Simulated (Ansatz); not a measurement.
One crystal and one scan (energy over volume and axial ratio) at two levels, PBE (plane waves to 420 eV, PAW, scalar-relativistic; Ansatz, a first-principles code) and r2SCAN (plane waves to 500 eV, PAW, scalar-relativistic; Ansatz), each from its own relaxed cell and on its own mesh. The cell shown is that of PBE.

TiO2 (anatase)

```yaml
crystal:
  lattice:
    - [-1.89921, 1.89921, 4.85192]
    - [1.89921, -1.89921, 4.85192]
    - [1.89921, 1.89921, -4.85192]
  atoms:
    - { symbol: Ti, position: [0.50000, 0.50000, 0.00000] }
    - { symbol: Ti, position: [0.25000, 0.75000, 0.50000] }
    - { symbol: O, position: [0.29360, 0.29360, 0.00000] }
    - { symbol: O, position: [0.04360, 0.54360, 0.50000] }
    - { symbol: O, position: [0.45640, 0.95640, 0.50000] }
    - { symbol: O, position: [0.70640, 0.70640, 0.00000] }
```

Two coordinates are scanned: the volume, and the ratio of the stretch along z (the conventional c axis) to the stretch across it. Atoms keep their fractional coordinates.

E stands for the smeared free energy. The PAW data are Ansatz's earlier set. TiO2 is run without spin polarisation. TiO2 was relaxed with its symmetry unable to fall. As the atoms are clamped, bonds stretch with the cell, which overstates energies and stresses. Percentages come from the unrounded values. Both scans cover V/V₀ from 0.960 to 1.040 and (c/a)/(c/a)₀ from 0.920 to 1.080.

```tsv
quantity	PBE	r2SCAN	PBE − r2SCAN
Lattice constant a (Å)	3.798	3.778	+0.020 (+0.5 %)
Lattice constant c (Å)	9.704	9.589	+0.115 (+1.2 %)
Relaxed volume (Å³/atom)	11.67	11.41	+0.26 (+2.3 %)
Modulus against c/a change at fixed volume, (3/4V)·∂²E/∂(ln c/a)² (fit, atoms clamped) (GPa)	107	124	-17 (-14 %)
```

PBE gives the higher value for: lattice constant a; lattice constant c; relaxed volume. PBE gives the lower value for: modulus against c/a change at fixed volume. Neither level is exact: the differences show how much the result hangs on the functional.

(A scan under strain: stresses follow from slopes of the energy per volume, elastic moduli from its curvatures.)
